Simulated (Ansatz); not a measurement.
Polymorphs of SnC, each relaxed with DFT-PBE in the program Ansatz with PAW potentials:

A: CsCl type (Pm-3m)
a = 3.1039 Å, b = 3.1039 Å, c = 3.1039 Å, α = 90.00°, β = 90.00°, γ = 90.00°

```csv
atom,site,symmetry,x,y,z
Sn,1a,m-3m,0.0000,0.0000,0.0000
C,1b,m-3m,0.5000,0.5000,0.5000
```

B: rock salt (Fm-3m)
a = b = c = 4.7984 Å, α = β = γ = 90.00°

```csv
atom,site,symmetry,x,y,z
C,4a,m-3m,0.0000,0.0000,0.0000
Sn,4b,m-3m,0.5000,0.5000,0.5000
```

C: wurtzite (P6_3mc)
a = 3.592 Å, b = 3.592 Å, c = 5.880 Å, α = 90.00°, β = 90.00°, γ = 120.00°

| atom | site | symmetry | x | y | z |
|---|---|---|---|---|---|
| Sn | 2b | 3m. | 0.3333 | 0.6667 | 0.0003 |
| C | 2b | 3m. | 0.6667 | 0.3333 | 0.1247 |

Task: Order them by energy per atom at 0 K (lowest first) at the level PBE.

Result: C (+0 meV/atom), B (+487 meV/atom), A (+1279 meV/atom)

Task: Give each one's gap.

Result: A no gap; B no gap; C 0.80 eV.

Constructed cells (a structure type filled with these elements, in neither database checked): A; B. Typed or built starts, not in the databases checked: C. All cells were relaxed under the symmetry of their starts (and spin orders); stability against distortions was not tested throughout. Scalar-relativistic: spin–orbit coupling is off unless named, which matters more the heavier the elements.

Energies hold the estimated change up to a 700 eV cutoff; steps of a few meV lie near the error of the meshes.

Potentials: the earlier of the program's two PAW sets.
